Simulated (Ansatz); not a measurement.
Data:

CuTaS2:
```yaml
crystal:
  lattice:
    - [3.37028, 0.00000, 0.00000]
    - [-1.68514, 2.91875, 0.00000]
    - [0.00000, 0.00000, 6.11240]
  atoms:
    - { symbol: S, position: [0.66667, 0.33333, 0.74232] }
    - { symbol: Ta, position: [0.00000, 0.00000, 0.00000] }
    - { symbol: S, position: [0.33333, 0.66667, 0.25768] }
    - { symbol: Cu, position: [0.00000, 0.00000, 0.50000] }
```

This is the PBE+D3(BJ)-relaxed structure. x, y and z are the axes in which the lattice vectors are written.

Question: All from PBE+D3(BJ) (plane waves, PAW; program Ansatz), unless another level is named. Give the Hill bulk and shear moduli.

Answer: 135 and 27.5 GPa.

Question: Predict the highest zone-centre frequency.

Answer: 343 cm⁻¹.

Question: Predict the elastic constants (relaxed ions, GPa).

Answer: C11 = 178, C12 = 90.5, C13 = 131, C14 = -11.3, C33 = 169, C44 = 27.0.

Space group P-3m1. The cell is a constructed one: a structure type filled with these elements; neither database checked (COD, Materials Project) lists it. Its standing as an ambient phase is unchecked. The PBE+D3(BJ) relaxation kept the symmetry of its start; of distortions, only those at the zone centre were tested. No spin polarisation was allowed. As this level gives no gap, shear constants depend on the k-mesh and smearing (Fermi–Dirac, 0.1 eV here). As this level gives no gap, phonon frequencies hold no LO–TO term and depend on the k-mesh and smearing (Fermi–Dirac, 0.1 eV here). Spin–orbit coupling is left out wherever it is not named.

Potentials: the later of the program's two PAW sets.
